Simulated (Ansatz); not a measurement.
BeNi:
```
BeNi
1.0
    2.58823     0.00000     0.00000
    0.00000     2.58823     0.00000
    0.00000     0.00000     2.58823
Be Ni
1 1
Direct
  0.00000   0.00000   0.00000
  0.50000   0.50000   0.50000
```

Relaxed with r²SCAN. Special points in fractions of this cell's reciprocal vectors: Γ (0.000, 0.000, 0.000); X (0.000, 0.500, 0.000); M (0.500, 0.500, 0.000); R (0.500, 0.500, 0.500).

**Question.** List the band energies nearest the Fermi level at these points for the program Ansatz at the r²SCAN level (PAW).

**Answer.** In eV from the Fermi level; about four levels below and three above (degenerate sets whole), none deeper than 8.9 eV; … stands for higher levels left out; points with the same levels are listed once.

```json
[
 {"k": "Γ", "below": "-3.79 -3.79 -1.49 -1.49 -1.49", "above": "7.50 7.50 7.50"},
 {"k": "X", "below": "-3.32 -2.56 -2.56 -1.40", "above": "0.03 12.56 12.56"},
 {"k": "M", "below": "-2.35 -2.35 -2.16 -2.16 -0.75", "above": "5.19 6.12 …"},
 {"k": "R", "below": "-4.99 -4.99 -4.99 -0.71 -0.71", "above": "5.86 5.86 5.86"}
]
```

Space group Pm-3m (CsCl type). The workflow started from a Materials Project entry (that database holds measured and hypothetical structures alike); the Crystallography Open Database copy checked does not list it. With Be and Ni taken as one species the cell has the higher symmetry Im-3m, so it may be an ordered model of a mixed-site phase. Its standing as an ambient phase is unchecked. The r²SCAN relaxation kept the symmetry of its start; of distortions, only those at the zone centre were tested. No spin polarisation was allowed.

Potentials: the later of the program's two PAW sets.
